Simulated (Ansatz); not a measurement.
Relaxing a structure of ZrO$_{2}$

The start is a generated trial cell of ZrO2 in the beta-tridymite structure type. A full variable-cell relaxation at zero pressure is run with r2SCAN (plane waves to 500 eV, PAW, scalar-relativistic; Ansatz, a program for electronic structure). First-step values are on the input's coarse k-mesh.

Ansatz input (later rounds restart from its end on a renewed k-mesh):
Ansatz 0.2 input:
```yaml
crystal:
  lattice:
    - [5.9528942, 0, 0]
    - [-2.9764471, 5.1553576, 0]
    - [0, 0, 9.744742]
  atoms:
    - { symbol: Zr, position: [0.33333333, 0.66666667, 0.062] }
    - { symbol: Zr, position: [0.66666667, 0.33333333, 0.562] }
    - { symbol: Zr, position: [0.66666667, 0.33333333, 0.938] }
    - { symbol: Zr, position: [0.33333333, 0.66666667, 0.438] }
    - { symbol: O, position: [0.33333333, 0.66666667, 0.25] }
    - { symbol: O, position: [0.66666667, 0.33333333, 0.75] }
    - { symbol: O, position: [0.5, 0, 0] }
    - { symbol: O, position: [0.5, 0.5, 0.5] }
    - { symbol: O, position: [0, 0.5, 0] }
    - { symbol: O, position: [0.5, 0, 0.5] }
    - { symbol: O, position: [0.5, 0.5, 0] }
    - { symbol: O, position: [0, 0.5, 0.5] }
basis: { ecutwfc: 500, ecutrho_ratio: 4, xc_grid: 4, fft_grid_basis: typed }
kpoints: { mp_grid: { grid: [4, 4, 2] } }
hamiltonian:
  xc: r2scan
  dispersion: none
  pseudopotentials: { kind: paw }
scf: { occupations: { method: fermi_dirac, width: 0.05 } }
relax: { f_tol: 0.01, max_steps: 100, cell: { stress_tol: 0.02 } }
output: { forces: true, stress: true }
```

Q: How large is the pressure on the unrelaxed cell, and of which sign?

A: +26.7 GPa (positive: the cell is compressed).

Q: What is the largest force in the starting geometry, and on which atom (counted from 1)?

A: 0.44 eV/Å, on Zr1, Zr2, Zr3, Zr4 (atoms numbered as listed).

Q: How much energy is released per atom?

A: 0.42 eV/atom.

Q: How does the volume per atom move from start to end?

A: +23.8 %, from 24.92 to 30.85 Å³/atom.

Q: How do the shortest distances between atoms change?

A: The closest pairs of elements (up to four, under 3.6 Å), start → end: O–Zr 1.82 → 1.96 Å; O–O 2.98 → 3.20 Å.

Q: Is the relaxed structure metallic? Give its gap.

A: 5.28 eV, direct at Γ (no spin-orbit coupling).

Q: What does it relax into? Give the structure.

A: 
```cif
data_O8Zr4
_chemical_formula_sum 'Zr4 O8'
_space_group_name_H-M_alt 'P63/mmc'
_space_group_IT_number 194
_space_group_name_Hall '-P 6c 2c'
_cell_length_a 6.39974
_cell_length_b 6.39974
_cell_length_c 10.43859
_cell_angle_alpha 90.000
_cell_angle_beta 90.000
_cell_angle_gamma 120.000
loop_
_atom_site_label
_atom_site_type_symbol
_atom_site_symmetry_multiplicity
_atom_site_Wyckoff_symbol
_atom_site_fract_x
_atom_site_fract_y
_atom_site_fract_z
_atom_site_occupancy
Zr1 Zr 4 f 0.33333 0.66667 0.06236 1
O1 O 2 c 0.33333 0.66667 0.25000 1
O2 O 6 g 0.50000 0.50000 0.50000 1
```

The space group stays P6₃/mmc (No. 194) (the run could not lower it); the end is AFLOW prototype A2B_hP12_194_cg_f (C10, as in SiO2), with 12 atoms in the primitive cell. Final values are on a 5×5×3 k-mesh of the relaxed cell. No spin polarisation in the result.

The run could not lose the symmetry of its start; a randomly shaken copy of 12 atoms returns to this structure.

The relaxed structure here is a generated cell of ZrO2: the first start was made by placing the elements on the sites of a structure type, and the end was not matched to a known phase here, so it may be hypothetical. Known forms of ZrO2 include space group No. 14, 137, 225.
